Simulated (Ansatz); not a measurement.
## A strain series on Ca2C (antifluorite): uniaxial along z, other directions held

Ca2C in the antifluorite structure, relaxed with r2SCAN in the plane-wave code Ansatz, then strained (uniaxial along z, other directions held; changes of length per length, axes as in the cell below) with the atoms relaxed again within the symmetry that is left. Space group Fm-3m (No. 225), cubic; a = 6.257 Å in the conventional setting, 20.42 Å³ an atom. Around C lie 8 Ca at 2.71 Å; around Ca lie 4 C at 2.71 Å. These are computed values for a spin-unpolarised cell that may be hypothetical; none is a measurement.

```xyz
3
Lattice="0.0000 3.1286 3.1286 3.1286 0.0000 3.1286 3.1286 3.1286 0.0000" Properties=species:S:1:pos:R:3 pbc="T T T"
C     0.0000    0.0000    0.0000
Ca    1.5643    1.5643    1.5643
Ca    4.6929    4.6929    4.6929
```

Gaps are the least over each mesh (r2SCAN 8×8×8, HSE06 6×6×6 when unstrained) and the special points, which keep their unstrained names; stress is the change from the unstrained cell, compression positive.

```csv
strain (%),"gap, r2SCAN (eV)","gap, HSE06 (eV)","edges, HSE06","stress along the strain, r2SCAN (GPa)","energy rise, r2SCAN (meV/atom)"
-0.33,0.397,0.809,X,+0.51,0.1
0.0,0.413,0.825,X,0.00,0.0
+2.0,0.334,0.734,X,-3.03,3.9
```

Q: Estimate the row for a strain of -1.7 %.

A:
```csv
strain (%),"gap, r2SCAN (eV)","gap, HSE06 (eV)","edges, HSE06","stress along the strain, r2SCAN (GPa)","energy rise, r2SCAN (meV/atom)"
-1.7,0.332,0.741,X,+2.65,2.8
```

Between zero and the nearest strains the slope of the HSE06 gap against strain is +0.049 eV per percent for negative and -0.046 for positive strain; it falls either way, as happens when edge states split or other valleys take over.

The meshes of the hybrids are coarse, so their gaps aren't converged to the digits shown.
